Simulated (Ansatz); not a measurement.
Structures of Zn₃Cl₂: which is lowest?

Plane-wave DFT in Ansatz with scalar-relativistic PAW potentials, cutoff 420 eV, Γ-centred meshes chosen by cell and gap, Gaussian smearing with energies taken to zero width. Every cell was relaxed (cell and atoms) in a run of its own, within the symmetry of its start. Functional: PBE.

Relaxed structures (starts from databases or built by putting these elements on another compound's sites):
A. P-3m1, 5 atoms in the computed cell, a = 3.426 Å, c = 10.942 Å; sites (symmetry × multiplicity) Zn -3m. × 1 + 3m. × 2, Cl 3m. × 2; start: built
B. R-3m, 5 atoms in the computed cell, a = 3.432 Å, c = 35.107 Å; sites (symmetry × multiplicity) Zn -3m × 3 + 3m × 6, Cl 3m × 6; start: built

Rank them by energy. Could pressure change the order?

| structure | group | E − E(lowest) (meV/atom) | V (Å³/atom) | gap on mesh (eV) |
| --- | --- | --- | --- | --- |
| A | P-3m1 | 0.0 | 22.24 | 0.00 |
| B | R-3m | 105 | 23.87 | 0.07 |

A is lowest, 105 meV/atom under B. The lowest is also the densest of these, so pressure wouldn't bring one of the others in at first order. Other structures may lie lower than all of these, and vibrations aren't counted.

Spin polarisation was left out, and a magnetic state may lie lower.